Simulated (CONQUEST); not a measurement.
Input and output of a self-consistent single point for BP (F-43m, 8 atoms in the cell; from Materials Project mp-1479, changed as shown) (CONQUEST).

Level of theory: PBE, numerical atomic orbitals double-zeta with polarisation (the shipped basis), PseudoDojo norm-conserving potentials made for PBE (CONQUEST).

The change in words: lattice scaled by 1.02. Reference geometry (F-43m):
```
BP
1.0
    4.53214     0.00000     0.00000
    0.00000     4.53214     0.00000
    0.00000     0.00000     4.53214
B P
4 4
Direct
  0.00000   0.00000   0.00000
  0.00000   0.50000   0.50000
  0.50000   0.00000   0.50000
  0.50000   0.50000   0.00000
  0.25000   0.25000   0.75000
  0.25000   0.75000   0.25000
  0.75000   0.25000   0.25000
  0.75000   0.75000   0.75000
```

Reference input (self-consistent single point, DFT, PBE, numerical atomic orbitals double-zeta with polarisation (the shipped basis), PseudoDojo norm-conserving potentials made for PBE): basis = DZP; Diag.MPMeshX, Y, Z = 8 8 8; potentials = PseudoDojo norm-conserving PBE; Grid.GridCutoff = 175 Ha; DM.SolutionMethod = diagon; Diag.kT = 0.0001 Ha; Diag.GammaCentred = true; minE.SCTolerance = 1.0e-07; SC.MaxIters = 100; SC.LinearMixingFactor = 0.5; AtomMove.TypeOfRun = static. This run's input differs from it in these lines:

```diff
@@ -29,5 +29,5 @@
 # file: BP.in
-     8.564503358      0.000000000      0.000000000
-     0.000000000      8.564503358      0.000000000
-     0.000000000      0.000000000      8.564503358
+     8.735793804      0.000000000      0.000000000
+     0.000000000      8.735793804      0.000000000
+     0.000000000      0.000000000      8.735793804
 8
```

Output (repeated stretches shortened):

```
    new_SC_potl: Starting.  Tolerance:  0.10000E-06

    PulayMixSC: Starting Pulay mixing, A_up =  0.500 A_dn =  0.500
    PulayMixSC: Spin non-polarised calculation.
          Harris-Foulkes Energy            :     -1078.234097610770732 eV
          (TS=0 as O(N) or entropic contribution is negligible)
          DFT Total Energy                 :     -1074.245818010886751 eV
          Total number of electrons        :        31.999999999997041
    PulayMixSC: Pulay iteration     1 residual:              0.65417E-02
          Harris-Foulkes Energy            :     -1076.278786028832201 eV
   [... lines left out ...]
          (TS=0 as O(N) or entropic contribution is negligible)
          DFT Total Energy                 :     -1076.158210207564935 eV
          Total number of electrons        :        32.000030637579734
    PulayMixSC: Pulay iteration     6 residual:              0.13981E-05
          Harris-Foulkes Energy            :     -1076.158210280635103 eV
          (TS=0 as O(N) or entropic contribution is negligible)
          DFT Total Energy                 :     -1076.158210281489346 eV
          Total number of electrons        :        32.000030636954087
    PulayMixSC: Pulay iteration     7 residual:              0.39945E-07
    PulayMixSC: Reached SCF tolerance of  0.39945E-07 after      7 iterations
      | Number of electrons      =        32.000031
      |* band energy as 2Tr[K.H] =      -385.347987126729379 eV
      |  screened ion-ion energy =      -716.263438351278751 eV
      |  Ha correction           =       -18.786716077175676 eV
      |  XC correction           =        44.239955647751138 eV
      |* Harris-Foulkes energy   =     -1076.158210280635103 eV
      |* DFT total energy        =     -1076.158210281489346 eV
      |  estimated accuracy      =         0.000000000854214 eV

    force: Forces on atoms (eV/a0)
    force:  Atom   X              Y              Z
    force:     1  -0.0000000000   0.0000000000  -0.0000000000
   [... zero for the other atoms too ...]

    force: Maximum force :        0.00000000(eV/a0) on atom         6 in z direction
    force: Force Residual:        0.00000000 eV/a0
    force: Total stress:          4.91121194     0.00000000     0.00000000 GPa
                             0.00000000     4.91121194     0.00000000
                             0.00000000     0.00000000     4.91121194
    force: Average pressure:     -4.91121194 GPa

    force: Finished force
    get_E_and_F: Change in energy during last step of electronic optimisation:  0.45943E-08
```

The run converged in 7 iterations. CONQUEST prints the stress tensor with tension positive. Against the reference run the free energy goes up by 2.7 meV/atom, the pressure goes from 4.22 to -4.91 GPa and the gap on the mesh goes from 1.238 to 1.319 eV.

The program uses no crystal symmetry, so grid and mesh can part values that symmetry would make equal. The atom-centred basis is finite, which shifts total energies, pressures and gaps against plane waves. The structure comes from a collection of computed structures, made at another level of theory; the collection holds predicted forms beside known ones.

Cost on one core: very roughly 6 core-minutes.
